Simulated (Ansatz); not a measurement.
CaO (rock salt, space group No. 225), the program Ansatz at the LDA level (PAW). The conduction-band minimum lies at X, with 3 equivalent valleys. Second derivatives d²E/dk² of the lowest band at one valley (eV·Å²), along Cartesian directions:

```
direction  d²E/dk²
---------  -------
[100]        5.525
[010]        18.79
[001]        18.79
[110]        12.16
[101]        12.16
[011]        18.79
```

### Question
Find the principal effective masses, the density-of-states mass and the conductivity mass.

### Answer
Off-diagonal terms follow from H_xy = H[110] − (H_xx + H_yy)/2, and m*/mₑ = 7.620 eV·Å² over each eigenvalue: 0.41, 0.41, 1.4. One valley's DOS mass (m₁m₂m₃)^(1/3) = 0.61, conductivity mass 3/(Σ 1/mᵢ) = 0.53 mₑ.

### Question
What effective density of states Nc follows at 300 K for parabolic valleys?

### Answer
Nc = 2.509e19 × 3 × (0.61)^(3/2) ≈ 3.6e19 cm⁻³.

### Question
With the computed static dielectric constant 14.9 (mean of the diagonal), estimate a hydrogenic donor's binding energy and radius.

### Answer
E = 13.606 eV × 0.53/14.9² ≈ 32 meV; a = 0.529 Å × ε/m* ≈ 15 Å. Semilocal masses tend to be too small where the gap is.

### Question
With ε∞ = 3.88 and ω_LO = 569 cm⁻¹, what Fröhlich coupling constant follows?

### Answer
α = (1/ε∞ − 1/ε0) √(m* × 13.606 eV/ħω_LO) = 1.9.

Space group Fm-3m (rock salt). The cell was relaxed with LDA under the symmetry of its start; phonons on a q-mesh show no instability.

Potentials: the later of the program's two PAW sets.
